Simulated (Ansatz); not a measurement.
## Computed properties of AlCr2C

AlCr₂C:
```
CELL_PARAMETERS angstrom
      2.82261     0.00000     0.00000
     -1.41130     2.44445     0.00000
      0.00000     0.00000    12.63164
ATOMIC_POSITIONS crystal
  Al 0.66667 0.33333 0.25000
  Al 0.33333 0.66667 0.75000
  Cr 0.33333 0.66667 0.41548
  Cr 0.66667 0.33333 0.58452
  Cr 0.66667 0.33333 0.91548
  Cr 0.33333 0.66667 0.08452
  C  0.00000 0.00000 0.50000
  C  0.00000 0.00000 0.00000
```

Space group P6_3/mmc (No. 194); conventional cell a = b = 2.8226 Å, c = 12.6316 Å, α = β = 90.00°, γ = 120.00°.

Method: r²SCAN (plane waves, PAW; program Ansatz). The cell and atoms are relaxed at this level. Other levels are named where they apply.

Cell and energy:

* **Volume per atom**: 10.89 Å³
* **Density**: 5.45 g/cm³
* **Formation energy from the elements (no fitted shifts)**: -0.067 eV/atom

Electronic structure:

- Electronic character = metallic (no gap)
- Density of states at the Fermi level = 0.67 states/eV per atom (mean over ±0.08 eV)

Mechanics:

Bulk modulus (Birch–Murnaghan fit): 203 GPa
Pressure derivative B′: 4.3
Elastic constants (relaxed ions, GPa): C11 = 400, C12 = 91.1, C13 = 116, C33 = 390, C44 = 150
Mechanical stability: stable (all eigenvalues of C positive)
Hill bulk and shear moduli: 204 and 148 GPa
Young's modulus: 358 GPa
Poisson's ratio: 0.21
Debye temperature from the elastic constants: 775 K

Phonons:

Highest zone-centre frequency: 85.3 meV
Zone-centre stability: no imaginary mode at Γ

The cell was relaxed with r²SCAN under the symmetry of its start. The run is not spin-polarised. As this level gives no gap, shear constants depend on the k-mesh and smearing (Fermi–Dirac, 0.1 eV here). As this level gives no gap, phonon frequencies hold no LO–TO term and depend on the k-mesh and smearing (Fermi–Dirac, 0.1 eV here). On the denser mesh and wider smearing of the elastic run this cell carries a stress of 0.5 GPa. The references are the lowest solids computed at this level, not always the standard phases.

Potentials: the later of the program's two PAW sets.
